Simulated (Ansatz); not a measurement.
CoO:
```xyz
4
Lattice="2.7482 0.0000 0.0000 -1.3741 2.3800 0.0000 0.0000 0.0000 5.3519" Properties=species:S:1:pos:R:3 pbc="T T T"
Co     0.0000     0.0000     0.0000
Co     0.0000     0.0000     2.6760
O      0.0000     1.5867     1.3380
O      1.3741     0.7933     4.0139
```
The run is spin-polarised; directions of the spins, atom by atom: ↑ ↓ 0 0.

Relaxed with PBEsol.

Question: Which orbitals make up the states near the Fermi level in plane-wave PAW PBEsol (Ansatz code)?

Answer: Within 0.5 eV of the Fermi level: Co 3d 88 %, O 2p 11 %. Projections are on Löwdin-orthogonalised atomic valence shells; empty p or d shells of many metals are not among them.

Question: Tabulate the density of states.

Answer: States/eV per cell of 4 atoms, in 0.25 eV bins, energy from the Fermi level.

```csv
E (eV),total,Co 3d,O 2p,Co 4s
-7.85,2.59,0.41,1.80,0.32
-7.60,3.75,0.60,2.62,0.43
-7.35,2.54,0.40,1.84,0.22
-7.10,2.06,0.39,1.48,0.12
-6.85,1.19,0.27,0.82,0.06
-6.60,3.36,0.97,2.25,0.06
-6.35,4.43,1.25,3.02,0.05
-6.10,4.29,1.01,3.11,0.05
-5.85,2.66,0.67,1.90,0.03
-5.60,4.25,1.19,2.94,0.03
-5.35,4.27,1.47,2.72,0.02
-5.10,3.06,1.12,1.88,0.01
-4.85,1.57,0.49,1.04,0.01
-4.60,1.53,0.44,1.05,0.00
-4.35,1.37,0.41,0.93,0.00
-4.10,1.10,0.34,0.75,0.00
-3.85,0.52,0.22,0.29,0.00
-3.60,1.37,1.10,0.25,0.01
-3.35,2.24,1.85,0.34,0.02
-3.10,2.24,1.87,0.33,0.02
-2.85,1.83,1.59,0.21,0.01
-2.60,3.88,3.37,0.43,0.03
-2.35,5.23,4.68,0.42,0.06
-2.10,4.71,4.27,0.33,0.04
-1.85,8.27,7.17,0.93,0.05
-1.60,5.16,4.22,0.79,0.03
-1.35,3.78,2.83,0.82,0.02
-1.10,1.79,1.28,0.46,0.01
-0.85,4.50,3.53,0.81,0.03
-0.60,4.24,3.47,0.66,0.03
-0.35,3.89,3.23,0.58,0.03
-0.10,3.58,3.10,0.43,0.02
0.15,4.80,4.39,0.36,0.02
0.40,2.81,2.59,0.19,0.01
0.65,0.38,0.30,0.03,0.02
0.90,1.22,0.94,0.16,0.05
1.15,3.57,2.74,0.65,0.06
1.40,5.54,4.14,1.26,0.03
1.65,3.49,2.56,0.82,0.02
1.90,1.81,1.29,0.45,0.03
2.15,0.04,0.00,0.00,0.02
2.40,0.06,0.00,0.01,0.03
2.65,0.07,0.00,0.01,0.04
2.90,0.09,0.01,0.01,0.04
3.15,0.11,0.01,0.02,0.05
3.40,0.13,0.01,0.03,0.06
3.65,0.16,0.01,0.03,0.08
3.90,0.19,0.01,0.04,0.09
4.15,0.22,0.01,0.05,0.11
4.40,0.26,0.01,0.06,0.13
4.65,0.31,0.01,0.07,0.16
```

Space group P6_3/mmc (NiAs type). The start of the workflow was typed in or built on a structure type; neither database checked (COD, Materials Project) lists it. It is not the phase usual at ambient conditions (space group No. 225). Symmetry was held in the PBEsol relaxation, as lowered by the spin order; its stability against distortions is not shown here. Spin order of the final state: antiferromagnetic, chosen from 5 collinear starts compared on coarse meshes (ties went to the first, and starts can fall back to one state), not a proven ground state. No Hubbard U is applied. The compound may be a true metal, but semilocal functionals without U, or a wrong spin order, can also close a gap.

Potentials: the earlier of the program's two PAW sets. The files were generated under PBE; for other functionals the program regenerates the frozen cores, and for LDA and PBEsol the local potential too.
